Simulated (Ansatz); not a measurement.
**ZrB$_{2}$: frozen-core PAW against all-electron methods**

```
Zr B
1.0
     3.15441    0.00000    0.00000
    -1.57721    2.73180    0.00000
     0.00000    0.00000    3.50823
Zr B
1 2
Direct
  0.00000 0.00000 0.00000
  0.33333 0.66667 0.50000
  0.66667 0.33333 0.50000
```

Atoms are numbered in the order listed.

Conventional cell: a = 3.154 Å, b = 3.154 Å, c = 3.508 Å, α = 90.00°, β = 90.00°, γ = 120.00°. Zr (atom 1) is surrounded by 12 B at 2.53 Å. B (atom 2) is surrounded by 3 B at 1.82 Å.

The cell comes from COD entry 1510856, which wasn't checked; take it as a given geometry. The listed cell was then made from it by scaling, straining or moving an atom.

Methods: DFT, LDA, PAW with Ansatz's default frozen-core files, scalar-relativistic (Ansatz 0.2.0); DFT, LDA, all-electron PAW with datasets made for the crystal, scalar-relativistic (Ansatz 0.2.0); DFT, LDA, all-electron LAPW, scalar-relativistic (Ansatz 0.2.0).

For PAW: a Γ-centred 13×13×10 k mesh, Fermi–Dirac smearing of 0.03 eV, cutoff 420 eV, no spin polarisation; the PAW files were made with PBE, and the program remakes their frozen cores for this functional. The crystal-made all-electron datasets (AE datasets) take a cutoff of 320 eV at this cell. LAPW targets a basis error of 1 meV/atom. The Ansatz runs share mesh, smearing and spin set-up. Plane-wave (PAW) pressures include the program's estimate of the Pulay term.

Stress and pressure are positive in compression.

The change that made this cell: volume scaled by 0.99.

Spin–orbit coupling is left out, which moves gradients at and beside heavy atoms by some per cent and at worst by a factor of two.

In a metal, gradients converge slowly with the k mesh: the values move by tens of per cent from one mesh to another, at times in sign, so only the comparison on one mesh counts.

```tsv
quantity	PAW	AE datasets	LAPW
pressure (GPa)	-4.87	-4.87	-4.87
stress xx (GPa)	-5.21	-5.24	-5.24
stress zz (GPa)	-4.18	-4.14	-4.14
largest principal field gradient Vzz at Zr1 (10²¹ V/m²)	4.71	4.75	–
```
